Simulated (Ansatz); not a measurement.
Phonon spectrum of ZrC

Computed with DFT PBE, scalar-relativistic, plane waves, PAW in Ansatz 0.2.0. Cutoff 420 eV, 16×16×16 k-points (Γ-centred), Gaussian smearing of 0.10 eV. No spin polarisation. Phonons by linear response, acoustic sum rule imposed.

The cell, relaxed at this level:
```xyz
2
Lattice="0.0000 2.3543 2.3543 2.3543 0.0000 2.3543 2.3543 2.3543 0.0000" Properties=species:S:1:pos:R:3 pbc="T T T"
Zr    2.3543    2.3543    2.3543
C     0.0000    0.0000    0.0000
```

The cell has the rock salt type, in a space group that the part of the Crystallography Open Database at hand lists for this formula; it was reached from a generator's guess. In a metal, frequencies and elastic constants depend on the k mesh and the smearing, soft modes and shear constants most.

Force constants from linear response on a 4×4×4 q mesh.

Question: Is the structure dynamically stable on the q mesh?

Answer: Yes, on this mesh: no mode is imaginary.

Question: Give the frequencies (cm⁻¹) at the zone-boundary points of high symmetry (interpolated where a point lies off the q mesh).

Answer:
```tsv
point	q	frequencies
X	0.500 0.000 0.500	206 206 258 453 453 534
U	0.625 0.250 0.625	202 246 259 488 522 571
K	0.375 0.375 0.750	202 246 259 488 522 571
L	0.500 0.500 0.500	180 180 322 512 512 653
W	0.500 0.250 0.750	237 237 243 506 506 580
```
